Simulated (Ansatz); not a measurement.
NiO (rock salt)

```xyz
2
Lattice="0.0000 2.1079 2.1079 2.1079 0.0000 2.1079 2.1079 2.1079 0.0000" Properties=species:S:1:pos:R:3 pbc="T T T"
O      0.0000     0.0000     0.0000
Ni     2.1079     2.1079     2.1079
```

The slice is a {110} plane (indices of the conventional cell) through the point (0.000, 0.000, 0.000) (fractional), spanned by u = [100] and v = [1 -1 -1] in vectors of this cell: u (2.98 Å) and v (4.22 Å, at 90° to u). It covers one period; positions are fractions (u, v).

Level of theory: PBE (plane waves to 420 eV, PAW, scalar-relativistic; Ansatz, an electronic-structure program). k mesh 19×19×19. These are valence fields of a PAW run, semicore shells included where kept as valence: close to a nucleus they are smooth pseudo fields. NiO is run spin-polarised and with no Hubbard U; the real compound is an antiferromagnetic insulator, a state that this run doesn't describe. NiO was relaxed with its symmetry unable to fall. Relaxed NiO ends ferromagnetic. The magnetic order is the one the run started from; other orders were not tried.

### Question
What is the ELF at the midpoint of the shortest O–Ni line in this plane (2.11 Å)?

### Answer
0.15.

### Question
What is the valence density on the shortest O–Ni line in this plane (2.11 Å), at its midpoint?

### Answer
0.43 e/Å³.

### Question
Sketch the electrostatic potential energy of an electron, from the cell's mean on this plane as a map.

### Answer
```
|xxxxxxxxxx9988888899xxxxxxxx|
|xxxxxxxx88999999999988xxxxxx|
|xxxxxxxx99999999999999xxxxxx|
|xxxx7788999999999999998877xx|
|3333557788999999999988775533|
|xxxx0033668899999988663300xx|
|xxxxxxxx44779999997744xxxxxx|
|xxxxxxxx00558899885500xxxxxx|
|xxxxxxxxxx4477887744xxxxxxxx|
|xxxxxxxxxx4477887744xxxxxxxx|
|xxxxxxxxxx4477887744xxxxxxxx|
|xxxxxxxx00558899885500xxxxxx|
|xxxxxxxx44779999997744xxxxxx|
|xxxx0033668899999988663300xx|
|3333557788999999999988775533|
|xxxx7788999999999999998877xx|
|xxxxxxxx99999999999999xxxxxx|
|xxxxxxxx88999999999988xxxxxx|
|xxxxxxxxxx9988888899xxxxxxxx|
|xxxxxxxxxx8888888888xxxxxxxx|
```
Scale: ten equal steps from 2.00 (start of '0') to 10.85 (end of '9'), in the order '0123456789'. Values: electrostatic potential energy of an electron, from the cell's mean, in eV. The map has 14 points along u (two characters each, u = 0 at the left) and 20 along v (v = 0 in the bottom row). Points within 0.9 Å of a nucleus are blanked (x), as the pseudised field means little there. Values under 2 eV are set to 2. The zero, the cell's mean, hangs on the PAW cores.
